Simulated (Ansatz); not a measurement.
Here is the system:

Nb3Sn:
```cif
data_Nb12Sn4
_chemical_formula_sum 'Sn4 Nb12'
_space_group_name_H-M_alt 'Fm-3m'
_space_group_IT_number 225
_space_group_name_Hall '-F 4 2 3'
_cell_length_a 6.68756
_cell_length_b 6.68756
_cell_length_c 6.68756
_cell_angle_alpha 90.000
_cell_angle_beta 90.000
_cell_angle_gamma 90.000
loop_
_atom_site_label
_atom_site_type_symbol
_atom_site_symmetry_multiplicity
_atom_site_Wyckoff_symbol
_atom_site_fract_x
_atom_site_fract_y
_atom_site_fract_z
_atom_site_occupancy
Sn1 Sn 4 a 0.00000 0.00000 0.00000 1
Nb1 Nb 4 b 0.50000 0.50000 0.50000 1
Nb2 Nb 8 c 0.25000 0.25000 0.25000 1
```
(The calculation used a cell of 4 atoms; values per cell refer to that cell.)

This is the r²SCAN-relaxed structure.

Problem. All from DFT-r²SCAN in the program Ansatz with PAW potentials, unless another level is named. Predict the density of states at the Fermi level.

Solution. 1.2 states/eV per atom (mean over ±0.08 eV).

Problem. Next, the formation energy from the elements (no fitted shifts)?

Solution. -0.040 eV/atom.

Problem. Predict the gap with spin–orbit coupling.

Solution. none (metallic).

A made-up cell: these elements were put on the sites of a structure type; neither database checked (COD, Materials Project) lists it. It is not the phase usual at ambient conditions (space group No. 223). Symmetry was held in the r²SCAN relaxation. At this level the phase is mechanically unstable. The run is not spin-polarised. The references are the lowest solids computed at this level, not always the standard phases. Spin–orbit coupling is left out wherever it is not named.

Potentials: the earlier of the program's two PAW sets.
